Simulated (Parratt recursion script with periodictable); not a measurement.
## A film on top of a Si/Mo multilayer on Si at 13.5 nm

```
layer, from the top  thickness (Å)  density (g/cm³)  rms roughness of its top face (Å)  δ at 13.5 nm  β at 13.5 nm
-------------------  -------------  ---------------  ---------------------------------  ------------  ------------
Si (in each period)           45.4            2.313                                  2  9.927 × 10⁻⁴      0.001813
Mo (in each period)           24.4           10.026                                  2       0.07476      0.006314
Si (substrate)                   –            2.313                                  2  9.927 × 10⁻⁴      0.001813
```

The refractive index is n = 1 − δ + iβ; the runs take δ and β at each wavelength of the scan. Vacuum lies above.

Densities are inputs, not measurements. They were set from computed cells of the Materials Project: Si from entry mp-149 (Fd-3m, 2.313 g/cm³); Mo from entry mp-129 (Im-3m, 10.026 g/cm³); Ga2O3 from entry mp-1243 (R-3c, 6.42 g/cm³). A layer's crystal structure does not enter its constants, only its composition and density.

Simulated, not measured: EUV and soft X-ray reflectivity, Parratt recursion, Névot-Croce roughness, Henke tables (Parratt recursion script with periodictable 1.7.1).

Light falls at α = 6° from the surface normal. It is p-polarised. The wavelength is scanned from 12.42 to 14.58 nm in 161 evenly spaced points, without smoothing. R at 13.5 nm is the value at the middle scan point.

The pair is repeated 40 times. A second run adds one film on top, with 2 Å rms roughness on its surface.

| film | thickness d (Å) | density (g/cm³) | δ at 13.5 nm | β at 13.5 nm | R at 13.5 nm (%) |
|---|---|---|---|---|---|
| none | – | – | – | – | 69.5 |
| Ga2O3 | 300 | 6.42 | 0.04183 | 0.04478 | ? |

### Question
Estimate R at 13.5 nm under 300 Å of Ga2O3.

### Answer
Light crosses the film twice, so the mirror's amplitude R₀^½ falls to a = R₀^½ exp[−4πβ(1 − δ)d/(λc)], with λ = 135 Å and c = [(1 − δ)² − sin²α]^½ (sin²α = 0.0109). The film surface reflects an amplitude of about f = |(1 − n)/(1 + n)|, the value for a smooth face at normal incidence, whose phase against a this estimate leaves open. Reflection at the film's lower face is left out.

For Ga2O3: c = 0.9525, exponent 4πβ(1 − δ)d/(λc) = 1.258, a = 0.237, a² = 5.62 %; f = 0.031. With f in or out of phase, (a ± f)² spans 4.24 to 7.18 %.

The run gave 6.90 %, 1.23 times a² and inside that span.
